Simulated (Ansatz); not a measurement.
LiCu$_{2}$P$_{2}$:
```
LiCu2P2
1.0
   -1.92881     1.92881     4.74498
    1.92881    -1.92881     4.74498
    1.92881     1.92881    -4.74498
P Cu Li
2 2 1
Direct
  0.38712   0.38712   0.00000
  0.61288   0.61288   0.00000
  0.75000   0.25000   0.50000
  0.25000   0.75000   0.50000
  0.00000   0.00000   0.00000
```

Relaxed with r²SCAN.

Task: Give the Bader charges and basin volumes of the independent atoms, r²SCAN in the plane-wave PAW code Ansatz.

Result: 

| atom | Bader charge (e) | Bader volume (Å³) |
|---|---|---|
| P1 | -0.68 | 20.4 |
| Cu3 | +0.23 | 12.9 |
| Li5 | +0.91 | 3.9 |

Space group I4/mmm. The workflow started from an entry of the Crystallography Open Database (COD). Its standing as an ambient phase is unchecked. The cell was relaxed with r²SCAN under the symmetry of its start; its stability against distortions is not shown here. The run is not spin-polarised.

Potentials: the later of the program's two PAW sets.
